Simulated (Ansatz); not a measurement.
SiC (wurtzite), relaxed with r²SCAN (Ansatz, an electronic-structure program, plane waves, PAW): a = b = 3.076 Å, c = 5.049 Å, α = β = 90.00°, γ = 120.00°.

```
Quantity              Result
--------------------  ------
gap (eV)                2.65
B₀ by P(V) fit (GPa)     228
```

Task: The same phase is relaxed and computed with HSE06 in the same code. What are the cell and these values now?

Result: a = b = 3.0713 Å, c = 5.0364 Å, α = β = 90.00°, γ = 120.00°.

* **gap (eV)**: 3.17
* **B₀ by P(V) fit (GPa)**: 233

All cells were relaxed under the symmetry of their starts (and spin orders); stability against distortions was not tested throughout.

Potentials: the earlier of the program's two PAW sets. The files were generated under PBE; for other functionals the program regenerates the frozen cores, and for LDA and PBEsol the local potential too.

Ansatz is a plane-wave DFT program.
